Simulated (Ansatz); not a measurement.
BaAlGeH:
```xyz
4
Lattice="4.3460 0.0000 0.0000 -2.1730 3.7637 0.0000 0.0000 0.0000 5.2641" Properties=species:S:1:pos:R:3 pbc="T T T"
Ba     0.0000     2.5091     0.5357
Al     0.0000     0.0000     3.3775
Ge     2.1730     1.2546     2.9167
H      0.0000     0.0000     5.0985
```

Relaxed with r²SCAN. Special points in fractions of this cell's reciprocal vectors: Γ (0.000, 0.000, 0.000); M (0.500, 0.000, 0.000); K (0.333, 0.333, 0.000); A (0.000, 0.000, 0.500); L (0.500, 0.000, 0.500); H (0.333, 0.333, 0.500).

Q: List the band energies nearest the valence-band maximum at these points for r²SCAN with spin–orbit coupling (plane waves, PAW; program Ansatz).

A: In eV from the valence-band maximum; about four levels below and three above (degenerate sets whole), none deeper than 8.9 eV; points with the same levels are listed once.

```
k                    below                          above
-  -----------------------  -----------------------------
Γ  -0.42 -0.42 -0.35 -0.35            1.48 1.48 3.52 3.52
M  -1.17 -1.17 -0.49 -0.49            0.98 0.98 2.76 2.76
K  -2.88 -2.85 -0.76 -0.76                 1.55 1.58 3.18
A  -0.05 -0.05 -0.01 -0.01  1.75 1.75 2.26 2.26 2.27 2.27
L  -1.63 -1.63 -0.80 -0.80            1.95 1.95 3.88 3.88
H  -2.37 -2.30 -0.53 -0.40                 3.60 3.61 4.09
```

Space group P3m1. The workflow started from a Materials Project entry (that database holds measured and hypothetical structures alike); the Crystallography Open Database files this formula in space group No. 156, but the cells were not matched. Its standing as an ambient phase is unchecked. Symmetry was held in the r²SCAN relaxation; its stability against distortions is not shown here.

Potentials: the later of the program's two PAW sets.
